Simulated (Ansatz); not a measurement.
Al:
Space group Fd-3m, origin choice 1 (No. 227); a = b = c = 7.375 Å, α = β = γ = 90.00°

```tsv
atom	site	symmetry	x	y	z
Al	8a	-43m	0.0000	0.0000	0.0000
Al	16d	.-3m	0.6250	0.6250	0.6250
```
(The calculation used a cell of 6 atoms; values per cell refer to that cell.)

Relaxed with r²SCAN.

### Question
Which orbitals make up the states near the Fermi level in plane-wave PAW r²SCAN (Ansatz code)?

### Answer
Within 0.5 eV of the Fermi level: Al 3p 64 %, Al 3s 31 %, outside the projected shells 6 %. Projections are on Löwdin-orthogonalised atomic valence shells; empty p or d shells of many metals are not among them.

### Question
Tabulate the density of states.

### Answer
States/eV per cell of 6 atoms, in 0.25 eV bins, energy from the Fermi level.

| E (eV) | total | Al 3p | Al 3s |
|---|---|---|---|
| -7.85 | 1.38 | 0.98 | 0.40 |
| -7.60 | 1.36 | 0.97 | 0.39 |
| -7.35 | 1.42 | 1.01 | 0.40 |
| -7.10 | 1.44 | 1.03 | 0.41 |
| -6.85 | 1.48 | 1.06 | 0.41 |
| -6.60 | 1.59 | 1.14 | 0.44 |
| -6.35 | 1.61 | 1.15 | 0.45 |
| -6.10 | 1.65 | 1.17 | 0.46 |
| -5.85 | 1.59 | 1.16 | 0.42 |
| -5.60 | 1.68 | 1.26 | 0.41 |
| -5.35 | 1.67 | 1.27 | 0.39 |
| -5.10 | 1.62 | 1.24 | 0.37 |
| -4.85 | 1.72 | 1.33 | 0.38 |
| -4.60 | 1.89 | 1.49 | 0.38 |
| -4.35 | 2.27 | 1.84 | 0.41 |
| -4.10 | 2.10 | 1.72 | 0.36 |
| -3.85 | 1.58 | 1.33 | 0.24 |
| -3.60 | 1.51 | 1.20 | 0.29 |
| -3.35 | 2.05 | 1.51 | 0.51 |
| -3.10 | 1.90 | 1.39 | 0.47 |
| -2.85 | 1.63 | 1.09 | 0.50 |
| -2.60 | 1.74 | 1.06 | 0.63 |
| -2.35 | 2.10 | 1.28 | 0.76 |
| -2.10 | 2.28 | 1.36 | 0.84 |
| -1.85 | 2.09 | 1.28 | 0.75 |
| -1.60 | 2.01 | 1.19 | 0.74 |
| -1.35 | 2.77 | 1.82 | 0.84 |
| -1.10 | 2.30 | 1.52 | 0.69 |
| -0.85 | 2.18 | 1.45 | 0.63 |
| -0.60 | 2.12 | 1.40 | 0.62 |
| -0.35 | 2.06 | 1.31 | 0.64 |
| -0.10 | 2.27 | 1.43 | 0.71 |
| 0.15 | 2.44 | 1.54 | 0.76 |
| 0.40 | 2.30 | 1.48 | 0.68 |
| 0.65 | 2.31 | 1.49 | 0.66 |
| 0.90 | 2.65 | 1.64 | 0.81 |
| 1.15 | 2.66 | 1.62 | 0.84 |
| 1.40 | 2.55 | 1.56 | 0.79 |
| 1.65 | 2.01 | 1.27 | 0.57 |
| 1.90 | 2.50 | 1.56 | 0.72 |
| 2.15 | 2.63 | 1.58 | 0.81 |
| 2.40 | 2.65 | 1.63 | 0.75 |
| 2.65 | 2.59 | 1.60 | 0.72 |
| 2.90 | 2.59 | 1.59 | 0.72 |
| 3.15 | 3.06 | 1.91 | 0.80 |
| 3.40 | 2.64 | 1.70 | 0.62 |
| 3.65 | 2.66 | 1.71 | 0.62 |
| 3.90 | 2.71 | 1.78 | 0.59 |
| 4.15 | 3.16 | 2.11 | 0.60 |
| 4.40 | 2.93 | 1.98 | 0.53 |
| 4.65 | 2.65 | 1.76 | 0.49 |

The start of the workflow was typed in or built on a structure type; neither database checked (COD, Materials Project) lists it. It is not the phase usual at ambient conditions (space group No. 225). The r²SCAN relaxation kept the symmetry of its start; whether a distortion lowers the energy is not shown.

Potentials: the earlier of the program's two PAW sets.
